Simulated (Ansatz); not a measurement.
Relaxed polymorphs of Be. Calculation: PBEsol (plane waves to 420 eV, PAW, scalar-relativistic; Ansatz, an electronic-structure program). One row is withheld; estimate it from its structure type, its coordination and the trend of the others.

```json
[
 {"structure": "P6₃/mmc, hP2, hcp (Mg type)", "coordination": "Be 12 (anticuboctahedral)", "E − E(first row) (eV/atom)": "0.00", "V (Å³/atom)": "7.84"},
 {"structure": "Fmmm, oF8", "coordination": "–", "E − E(first row) (eV/atom)": "0.34", "V (Å³/atom)": "8.80"},
 {"structure": "Fm-3m, cF4, fcc (Cu type)", "coordination": "Be 12 (cuboctahedral)", "E − E(first row) (eV/atom)": "___", "V (Å³/atom)": "___"},
 {"structure": "Im-3m, cI2, bcc (W type)", "coordination": "Be 8 (cubic)+6", "E − E(first row) (eV/atom)": "0.10", "V (Å³/atom)": "7.74"}
]
```

Q: What belongs in the gaps?

A: 
- Fm-3m, cF4, fcc (Cu type), E − E(first row) (eV/atom): 0.08
- Fm-3m, cF4, fcc (Cu type), V (Å³/atom): 7.80

The withheld cell: Fm-3m (No. 225), cF4, fcc (Cu type); a = 3.1480 Å, b = 3.1480 Å, c = 3.1480 Å, α = 90.00°, β = 90.00°, γ = 90.00°; Be 4a (0.000, 0.000, 0.000). Coordination numbers (neighbours up to the widest gap in distance over summed covalent radii, below 1.35; n+m marks a second, longer set).

Each run could gain symmetry but not lose that of its start, so entries can be saddle points. From databases, or of a type measured for this composition: P6₃/mmc, hP2, hcp (Mg type); Im-3m, cI2, bcc (W type); the others are generated cells (placed on structure types, drawn at random, substituted or restacked) that were not matched to a known phase here. Static energies at zero pressure. Each cell has its own k-point mesh; energy differences are given only to the digits this allows. No spin polarisation in the result.
